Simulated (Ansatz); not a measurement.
CF₄:
```
CF4
1.0
    4.16431     2.10620     0.00000
   -4.16431     2.10620     0.00000
   -4.11892     0.00000     7.17590
F C
8 2
Direct
  0.38849   0.60609   0.60582
  0.60609   0.38849   0.89418
  0.61151   0.39391   0.39418
  0.39391   0.61151   0.10582
  0.76314   0.96823   0.29376
  0.96823   0.76314   0.20624
  0.23686   0.03177   0.70624
  0.03177   0.23686   0.79376
  0.68439   0.68439   0.25000
  0.31561   0.31561   0.75000
```

Relaxed with r²SCAN+D4. DFT-r²SCAN+D4 in the program Ansatz with PAW potentials gives a gap of 10.48 eV.

Problem. What gap does HSE06 give on the same cell (Ansatz, PAW)?

Solution. 11.98 eV, 1.50 eV more. The hybrid was solved on a coarser mesh and at special points; the gap given is the minimum over both.

| k | v1 r²SCAN+D4 | c1 r²SCAN+D4 | v1 HSE06 | c1 HSE06 |
|---|---|---|---|---|
| Γ | -0.06 | 10.48 | -0.07 | 11.98 |
| Y2 | -0.07 | 13.33 | -0.07 | 14.86 |
| A | -0.08 | 11.47 | -0.08 | 12.98 |
| M2 | -0.06 | 12.93 | … | … |
| V2 | -0.01 | 13.36 | … | … |
| L2 | 0.00 | 13.24 | … | … |
| C | -0.02 | 13.69 | -0.03 | 15.27 |
| D | -0.05 | 13.71 | … | … |

Problem. Top valence (v1) and lowest conduction level (c1) in eV from each method's valence maximum (which need not be a listed point): supply the withheld HSE06 values.

Solution. 
- V2, v1 HSE06: -0.01
- V2, c1 HSE06: 14.95
- D, v1 HSE06: -0.05
- D, c1 HSE06: 15.29
- M2, v1 HSE06: -0.06
- M2, c1 HSE06: 14.47
- L2, v1 HSE06: 0.00
- L2, c1 HSE06: 14.80

Cost on shared cores: the r²SCAN+D4 run (SCF on a 8×8×4 mesh, then bands and DOS) about 5 core-minutes (a rough figure), the HSE06 run (SCF on 5×5×3, then a few points) roughly 6 core-minutes; the tasks are unlike.

Space group C2/c. The workflow started from an entry of the Crystallography Open Database (COD). The cell was relaxed with r²SCAN+D4 under the symmetry of its start; whether a distortion lowers the energy is not shown. The substance is a gas or liquid at ambient conditions.

Potentials: the later of the program's two PAW sets.
